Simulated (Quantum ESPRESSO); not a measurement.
pw.x input (Quantum ESPRESSO 7.5; PBEsol, PseudoDojo standard norm-conserving files, scalar-relativistic):

```
&CONTROL
  calculation = 'scf'
  pseudo_dir = './pseudo'
  outdir = './out'
  tprnfor = .true.
  tstress = .true.
/
&SYSTEM
  ibrav = 0
  nat = 3
  ntyp = 2
  ecutwfc = 68.0
  ecutrho = 272.0
  occupations = 'smearing'
  smearing = 'fd'
  degauss = 0.002
  nbnd = 16
/
&ELECTRONS
  conv_thr = 3e-10
/
ATOMIC_SPECIES
Si 28.0850 Si.upf
Ca 40.0780 Ca.upf
CELL_PARAMETERS angstrom
  0.000000000000   3.544181831000   3.544181831000
  3.544181831000   0.000000000000   3.544181831000
  3.544181831000   3.544181831000   0.000000000000
ATOMIC_POSITIONS crystal
Si   0.000000000000   0.000000000000   0.000000000000
Ca   0.750000000000   0.750000000000   0.750000000000
Ca   0.250000000000   0.250000000000   0.250000000000
K_POINTS automatic
6 6 6 0 0 0
```

End of the output:

```
     total energy              =    -163.13485636 Ry
     estimated scf accuracy    <       0.00000017 Ry
     total energy              =    -163.13485643 Ry
     estimated scf accuracy    <       0.00000002 Ry
     total energy              =    -163.13485643 Ry
     estimated scf accuracy    <          2.8E-09 Ry
[...]
     the Fermi energy is     5.5968 ev
!    total energy              =    -163.13485643 Ry
     estimated scf accuracy    <          1.1E-11 Ry
     smearing contrib. (-TS)   =      -0.00000061 Ry
     internal energy E=F+TS    =    -163.13485582 Ry
     The total energy is F=E-TS. E is the sum of the following terms:
     one-electron contribution =     -70.80522012 Ry
     hartree contribution      =      39.55047793 Ry
     xc contribution           =     -32.09810875 Ry
     ewald contribution        =     -99.78200487 Ry
     convergence has been achieved in  10 iterations
     Forces acting on atoms (cartesian axes, Ry/au):
     atom    1 type  1   force =     0.00000000    0.00000000    0.00000000
     atom    2 type  2   force =     0.00000000    0.00000000    0.00000000
     atom    3 type  2   force =     0.00000000    0.00000000   -0.00000000
     Total force =     0.000000     Total SCF correction =     0.000000
     Computing stress (Cartesian axis) and pressure
          total   stress  (Ry/bohr**3)                   (kbar)     P=       -0.02
  -0.00000017   0.00000000  -0.00000000           -0.02        0.00       -0.00
   0.00000000  -0.00000017   0.00000000            0.00       -0.02        0.00
   0.00000000   0.00000000  -0.00000017            0.00        0.00       -0.02
```
In a gapped system the printed Fermi energy is only some level inside the gap.

Geometry relaxed with PBEsol.
